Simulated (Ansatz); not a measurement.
Input, command and steps of an Ansatz relaxation.

```yaml
crystal:
  lattice:
    - [6.3982067545, 0.0, 0.0]
    - [-3.1991033772, 5.5410095881, 0.0]
    - [0.0, 0.0, 3.76748512]
  atoms:
    - { symbol: Hf, position: [0.0, 0.58351356, 0.5] }
    - { symbol: Hf, position: [0.41648644, 0.41648644, 0.5] }
    - { symbol: Hf, position: [0.58351356, 0.0, 0.5] }
    - { symbol: P, position: [0.66666667, 0.33333333, 0.0] }
    - { symbol: P, position: [0.33333333, 0.66666667, 0.0] }
    - { symbol: P, position: [0.0, 0.0, 0.5] }
    - { symbol: Ru, position: [0.2464013, 0.0, 0.0] }
    - { symbol: Ru, position: [0.7535987, 0.7535987, 0.0] }
    - { symbol: Ru, position: [0.0, 0.2464013, 0.0] }
basis:
  ecutwfc: 420
kpoints:
  mp_grid: { grid: [6, 6, 10] }
hamiltonian:
  xc: pbesol
scf:
  occupations: { method: gaussian, width: 0.1 }
output:
  forces: true
  stress: true
  eigenvalues: true
relax:
  adjacent_minimum: "off"
  f_tol: 0.01
  max_steps: 40
```

```bash
ansatz run input.yaml --threads 2 --pin off --max-ram 5120MiB --backend cpu --events-out ev --progress --plain --runs-dir out
```

The calculation used DFT PBEsol, scalar-relativistic, plane waves, PAW in Ansatz 0.2.0.

Of 3 frames 3 are shown, positions in Å and forces in eV/Å; the SCF threshold varies from step to step.

```xyz
9
Lattice="6.3982 0.0000 0.0000 -3.1991 5.5410 0.0000 0.0000 0.0000 3.7675" Properties=species:S:1:pos:R:3:forces:R:3 pbc="T T T" step=1 free_energy_over_end_meV_per_atom=0.18
Hf   -1.8667    3.2333    1.8837   -0.0209    0.0363    0.0000
Hf    1.3324    2.3078    1.8837   -0.0209   -0.0363    0.0000
Hf    3.7334    0.0000    1.8837    0.0419    0.0000    0.0000
P     3.1991    1.8470    0.0000    0.0000    0.0000    0.0000
P     0.0000    3.6940    0.0000    0.0000    0.0000    0.0000
P     0.0000    0.0000    1.8837    0.0000    0.0000    0.0000
Ru    1.5765    0.0000    0.0000   -0.1511    0.0000    0.0000
Ru    2.4108    4.1757    0.0000    0.0756    0.1309    0.0000
Ru   -0.7883    1.3653    0.0000    0.0756   -0.1309    0.0000
9
Lattice="6.3982 0.0000 0.0000 -3.1991 5.5410 0.0000 0.0000 0.0000 3.7675" Properties=species:S:1:pos:R:3:forces:R:3 pbc="T T T" step=2 free_energy_over_end_meV_per_atom=0.02
Hf   -1.8697    3.2384    1.8837    0.0163   -0.0282    0.0000
Hf    1.3294    2.3026    1.8837    0.0163    0.0282    0.0000
Hf    3.7394    0.0000    1.8837   -0.0326    0.0000    0.0000
P     3.1991    1.8470    0.0000    0.0000    0.0000    0.0000
P     0.0000    3.6940    0.0000    0.0000    0.0000    0.0000
P     0.0000    0.0000    1.8837    0.0000    0.0000    0.0000
Ru    1.5695    0.0000    0.0000    0.0274    0.0000    0.0000
Ru    2.4144    4.1818    0.0000   -0.0137   -0.0237    0.0000
Ru   -0.7847    1.3592    0.0000   -0.0137    0.0237    0.0000
9
Lattice="6.3982 0.0000 0.0000 -3.1991 5.5410 0.0000 0.0000 0.0000 3.7675" Properties=species:S:1:pos:R:3:forces:R:3 pbc="T T T" step=3 free_energy_over_end_meV_per_atom=0.00
Hf   -1.8681    3.2357    1.8837   -0.0016    0.0027    0.0000
Hf    1.3310    2.3053    1.8837   -0.0016   -0.0027    0.0000
Hf    3.7363    0.0000    1.8837    0.0032    0.0000    0.0000
P     3.1991    1.8470    0.0000    0.0000    0.0000    0.0000
P     0.0000    3.6940    0.0000    0.0000    0.0000    0.0000
P     0.0000    0.0000    1.8837    0.0000    0.0000    0.0000
Ru    1.5704    0.0000    0.0000    0.0022    0.0000    0.0000
Ru    2.4139    4.1810    0.0000   -0.0011   -0.0019    0.0000
Ru   -0.7852    1.3600    0.0000   -0.0011    0.0019    0.0000
```

The run took 68 s on 2 threads of Arm Neoverse V2 (shared host), peak memory 0.67 GiB.

Spin–orbit coupling is left out, which can shift energies with elements as heavy as these.